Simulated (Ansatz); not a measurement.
Given:

BP:
```yaml
crystal:
  lattice:
    - [0.00000, 2.27417, 2.27417]
    - [2.27417, 0.00000, 2.27417]
    - [2.27417, 2.27417, 0.00000]
  atoms:
    - { symbol: B, position: [0.25000, 0.25000, 0.25000] }
    - { symbol: P, position: [0.50000, 0.50000, 0.50000] }
```

This is the PBE-relaxed structure.

**Question.** All from PBE (plane waves, PAW; program Ansatz), unless another level is named. Give the formation energy from the elements (no fitted shifts).

**Answer.** -0.43 eV/atom.

**Question.** And the hole effective mass, band 3 of 3 at the edge?

**Answer.** 0.26 along [100], 0.15 along [110], 0.13 along [111] (mₑ).

**Question.** Predict the weight of the valence-edge state by species (Voronoi cells).

**Answer.** B 55 %, P 45 %.

Space group F-43m (zinc blende). The cell was relaxed with PBE under the symmetry of its start. The volume moved by 18 % from the start of the relaxation. The references are the lowest solids computed at this level, not always the standard phases.

Potentials: the later of the program's two PAW sets.

Edges and masses are those of Kohn–Sham bands, whose gap is no quasiparticle gap.
